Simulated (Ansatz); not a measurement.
With plane-wave PAW LDA (Ansatz code), InPd in the CsCl type structure (Pm-3m) relaxes to a = 3.215 Å. Its formation energy from the elements is -0.54 eV/atom, with no fitted shifts.

Electronic character: metallic (no gap).

An equation-of-state fit gives a bulk modulus of 150 GPa. The relaxed-ion elastic constants in GPa are C11 = 171, C12 = 140, C44 = 59.7. The elastic constants imply a Debye temperature near 234 K. The highest mode at Γ lies at 18.6 meV.

Symmetry was held in the LDA relaxation; of distortions, only those at the zone centre were tested. The run is not spin-polarised. As this level gives no gap, shear constants depend on the k-mesh and smearing (Fermi–Dirac, 0.1 eV here). The references are the lowest solids computed at this level, not always the standard phases. Scalar-relativistic: spin–orbit coupling is off unless named, which matters more the heavier the elements.

Potentials: the later of the program's two PAW sets.
